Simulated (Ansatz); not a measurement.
Method: Ansatz, DFT PBE, scalar-relativistic, plane waves, PAW. All cells share a 420 eV cutoff and Γ-centred k meshes spaced at most about 0.3 Å⁻¹ (about 0.25 or finer for metals, 2π included). No spin polarisation in the final relaxations.

Temperature and zero-point effects are left out. Lower structures may exist.

Problem. Which of these relaxed structures of Zr2Zn2N3 is the lowest in energy?
A.

```cif
data_structure
_symmetry_space_group_name_H-M 'P4mm'
_symmetry_Int_Tables_number 99
_cell_length_a 4.3499
_cell_length_b 4.3499
_cell_length_c 6.0719
_cell_angle_alpha 90.000
_cell_angle_beta 90.000
_cell_angle_gamma 90.000
_cell_volume 114.89
loop_
_atom_site_label
_atom_site_type_symbol
_atom_site_symmetry_multiplicity
_atom_site_Wyckoff_symbol
_atom_site_fract_x
_atom_site_fract_y
_atom_site_fract_z
_atom_site_occupancy
Zr1 Zr 2 c 0.00000 0.50000 0.68528 1
Zn1 Zn 2 c 0.00000 0.50000 0.17427 1
N1 N 1 b 0.50000 0.50000 0.53098 1
N2 N 1 b 0.50000 0.50000 0.77425 1
N3 N 1 a 0.00000 0.00000 0.68341 1
```

B.

```cif
data_structure
_symmetry_space_group_name_H-M 'R-3m:H'
_symmetry_Int_Tables_number 166
_cell_length_a 4.9491
_cell_length_b 4.9491
_cell_length_c 12.2052
_cell_angle_alpha 90.000
_cell_angle_beta 90.000
_cell_angle_gamma 120.000
_cell_volume 258.90
loop_
_atom_site_label
_atom_site_type_symbol
_atom_site_symmetry_multiplicity
_atom_site_Wyckoff_symbol
_atom_site_fract_x
_atom_site_fract_y
_atom_site_fract_z
_atom_site_occupancy
Zr1 Zr 3 b 0.66667 0.33333 0.83333 1
Zr2 Zr 3 a 0.00000 0.00000 0.00000 1
Zn1 Zn 6 c 0.33333 0.66667 0.94792 1
N1 N 9 d 0.16667 0.33333 0.83333 1
```

C.

```cif
data_structure
_symmetry_space_group_name_H-M 'I4/mmm'
_symmetry_Int_Tables_number 139
_cell_length_a 4.4843
_cell_length_b 4.4843
_cell_length_c 9.1770
_cell_angle_alpha 90.000
_cell_angle_beta 90.000
_cell_angle_gamma 90.000
_cell_volume 184.54
loop_
_atom_site_label
_atom_site_type_symbol
_atom_site_symmetry_multiplicity
_atom_site_Wyckoff_symbol
_atom_site_fract_x
_atom_site_fract_y
_atom_site_fract_z
_atom_site_occupancy
Zr1 Zr 4 e 0.00000 0.00000 0.23358 1
Zn1 Zn 4 c 0.00000 0.50000 0.00000 1
N1 N 4 d 0.50000 0.00000 0.25000 1
N2 N 2 a 0.00000 0.00000 0.00000 1
```

D.

```cif
data_structure
_symmetry_space_group_name_H-M 'P-3m1'
_symmetry_Int_Tables_number 164
_cell_length_a 3.1980
_cell_length_b 3.1980
_cell_length_c 10.2238
_cell_angle_alpha 90.000
_cell_angle_beta 90.000
_cell_angle_gamma 120.000
_cell_volume 90.55
loop_
_atom_site_label
_atom_site_type_symbol
_atom_site_symmetry_multiplicity
_atom_site_Wyckoff_symbol
_atom_site_fract_x
_atom_site_fract_y
_atom_site_fract_z
_atom_site_occupancy
Zr1 Zr 2 d 0.66667 0.33333 0.86555 1
Zn1 Zn 2 d 0.33333 0.66667 0.40575 1
N1 N 2 d 0.33333 0.66667 0.74664 1
N2 N 1 a 0.00000 0.00000 0.00000 1
```

Solution. D. It has space group P-3m1 (No. 164); the next, C, with space group I4/mmm (No. 139), lies 158 meV/atom higher. Counting N atoms around Zn and Zr (those within 1.25 times the shortest such distance or 1.15 times the sum of covalent radii; the shortest distance is added where it is long for a bond), the lowest has Zr 6, Zn 3 from 2.4 Å and the next has Zr 5, Zn 4.

The P-3m1 cell at 12.9 Å³/atom was relaxed from a Materials Project cell. Cells relaxed within their symmetry can be saddle points. Some candidate types were left out of the draw beforehand, so a known form may be missing.
